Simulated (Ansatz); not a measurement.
Relaxed-ion elastic tensor of KAlH₄ in space group I4_1/a (No. 88; K on 4b, H on 16f, Al on 4a) in GPa (Voigt order), LDA in the plane-wave PAW code Ansatz; density 1.45 g/cm³, 13.39 Å³ per atom.

```
33.3  16.8  13.8   0.0   0.0  -4.5
16.8  33.3  13.8   0.0   0.0   4.5
13.8  13.8  26.9   0.0   0.0   0.0
 0.0   0.0   0.0  11.3   0.0   0.0
 0.0   0.0   0.0   0.0  11.3   0.0
-4.5   4.5   0.0   0.0   0.0  14.0
```

Is the crystal mechanically stable?

Yes: the smallest eigenvalue of C is 8.8 GPa.

Work out the Voigt, Reuss and Hill averages.

K_V = 20.3, K_R = 19.9, K_H = 20.1; G_V = 10.6, G_R = 9.3, G_H = 10.0 GPa.

Give Young's modulus, Poisson's ratio, Pugh's ratio and the universal anisotropy index.

E = 9KG/(3K + G) = 25.6 GPa; ν = 0.29; K/G = 2.01 (ductile by the Pugh limit of 1.75); A_U = 5G_V/G_R + K_V/K_R − 6 = 0.70.

Estimate the sound speeds and the Debye temperature.

v_l = √((K + 4G/3)/ρ) = 4800 m/s, v_t = √(G/ρ) = 2620 m/s, mean 2920 m/s; Θ = (h/k)(3n/4πV)^(1/3) v_m = 367 K.

Solve the Christoffel equation for the three sound speeds along x, y, z.

Eigenvalues of C_ijkl n_j n_l equal ρv². In km/s, slowest first: x 2.80, 2.99, 4.86; y 2.80, 2.99, 4.86; z 2.80, 2.80, 4.31.

How much does each axis shrink under pressure?

Linear compressibilities β_i = Σ_j S_ij (j = 1 to 3): x 14, y 14, z 23 per TPa.

The workflow started from an entry of the Crystallography Open Database (COD), which files this formula under 2 space groups. Its standing as an ambient phase is unchecked. The LDA relaxation kept the symmetry of its start; phonons on a q-mesh show no instability.

Potentials: the later of the program's two PAW sets.
